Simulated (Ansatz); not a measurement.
A trial cell of Al₃Sb₂P, before relaxation:

```
Al Sb P
1.0
     4.44542    0.00000    0.00000
    -2.22271    3.84984    0.00000
     0.00000    0.00000    7.84124
Al Sb P
3 2 1
Direct
  0.66667 0.33333 0.01303
  0.66667 0.33333 0.46133
  0.00000 0.00000 0.54362
  0.33333 0.66667 0.77140
  0.33333 0.66667 0.23737
  0.00000 0.00000 0.97325
```

Method: DFT PBE, scalar-relativistic, plane waves, PAW in Ansatz. Cutoff 420 eV, Gaussian smearing, Γ-centred meshes. Cell and atoms relax first on a coarse mesh and then on a finer one. In between, the cell is made exact in the group found at 0.06 Å. In metals the finer mesh still leaves noise of several meV/atom or more. The steps can't lower the symmetry of their start. No spin polarisation.

A guess keeps its type if space group and coordination stay and the shape of the cell changes little (axis ratios within about 15 %, angles within 6°); the volume may change.

**Question.** Does this structure survive the relaxation?

**Answer.** It doesn't keep its type. The symmetry stays P3m1 (No. 156). The volume per atom shrinks by 1.3 %, from 22.4 to 22.1 Å³. The shortest distance goes from 2.59 Å (Al–P) to 2.38 Å (Al–P). The ratio c/a of the conventional cell changes by a factor of 1.68. Counting neighbours within 15 % of an atom's shortest distance, the start has Al 3, P 3, Sb 9/12 and the end Al 3/6, P 3, Sb 6. In detail, at the end Al on its first site has 3 P at 2.38 Å and 3 Sb at 3.08 Å; Sb on its first site is surrounded by 3 Al at 2.86 Å and 3 P at 3.11 Å; around P lie 3 Al at 2.38 Å and 3 Sb at 3.11 Å; 3 more sites not described.

```
Al Sb P
1.0
     3.72634    0.00000    0.00000
    -1.86317    3.22711    0.00000
     0.00000    0.00000   11.01236
Al Sb P
3 2 1
Direct
  0.66667 0.33333 0.04868
  0.66667 0.33333 0.41563
  0.00000 0.00000 0.57953
  0.33333 0.66667 0.75130
  0.33333 0.66667 0.24917
  0.00000 0.00000 0.95569
```

Formation energies are uncorrected and refer to the elements' standard structures at the same level. The references include black phosphorus.

**Question.** At what energy does it end?

**Answer.** +0.10 eV/atom. It can't be a ground state, since the elements alone are lower.

The last run used a 12×12×4 mesh (in the run's order of axes) for its 6-atom cell and Gaussian smearing of 0.10 eV. These runs have no spin–orbit coupling, which can matter for Sb. The reference form of P is held partly by dispersion forces, which this level lacks. A structure relaxed within its symmetry needn't be a true minimum. Another cell of Al3Sb2P relaxed alike, in P4mm, lies 22 meV/atom lower, so this cell isn't the stable form at this level.

In counts of neighbours, a slash parts the counts of unlike sites.
